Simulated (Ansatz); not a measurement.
Relaxed-ion elastic tensor of PbSe (rock salt, Fm-3m) in GPa (Voigt order), PBE in the plane-wave PAW code Ansatz; density 7.91 g/cm³, 30.05 Å³ per atom.

|  | 1 | 2 | 3 | 4 | 5 | 6 |
|---|---|---|---|---|---|---|
| 1 | 115 | 12.4 | 12.4 | 0.0 | 0.0 | 0.0 |
| 2 | 12.4 | 115 | 12.4 | 0.0 | 0.0 | 0.0 |
| 3 | 12.4 | 12.4 | 115 | 0.0 | 0.0 | 0.0 |
| 4 | 0.0 | 0.0 | 0.0 | 17.3 | 0.0 | 0.0 |
| 5 | 0.0 | 0.0 | 0.0 | 0.0 | 17.3 | 0.0 |
| 6 | 0.0 | 0.0 | 0.0 | 0.0 | 0.0 | 17.3 |

Problem. Is the crystal mechanically stable?

Solution. Yes: the smallest eigenvalue of C is 17.3 GPa.

Problem. Work out the Voigt, Reuss and Hill averages.

Solution. K_V = 46.7, K_R = 46.7, K_H = 46.7; G_V = 31.0, G_R = 23.6, G_H = 27.3 GPa.

Problem. Give Young's modulus, Poisson's ratio, Pugh's ratio and the universal anisotropy index.

Solution. E = 9KG/(3K + G) = 68.5 GPa; ν = 0.26; K/G = 1.71 (near the Pugh limit of 1.75, no verdict); A_U = 5G_V/G_R + K_V/K_R − 6 = 1.57.

Problem. Estimate the sound speeds and the Debye temperature.

Solution. v_l = √((K + 4G/3)/ρ) = 3240 m/s, v_t = √(G/ρ) = 1860 m/s, mean 2060 m/s; Θ = (h/k)(3n/4πV)^(1/3) v_m = 198 K.

Problem. Give the Zener ratio and Young's modulus along [100], [110] and [111].

Solution. A = 2C44/(C11 − C12) = 0.34; 1/E = S11 − 2(S11 − S12 − S44/2)Γ with Γ = 0, 1/4, 1/3 gives 113, 54.2, 46.2 GPa.

Problem. Solve the Christoffel equation for the three sound speeds along [100], [110], [111].

Solution. Eigenvalues of C_ijkl n_j n_l equal ρv². In km/s, slowest first: [100] 1.48, 1.48, 3.82; [110] 1.48, 2.55, 3.20; [111] 2.25, 2.25, 2.97.

Symmetry was held in the PBE relaxation; of distortions, only those at the zone centre were tested. Scalar-relativistic: spin–orbit coupling is off unless named, which matters more the heavier the elements.

Potentials: the later of the program's two PAW sets.
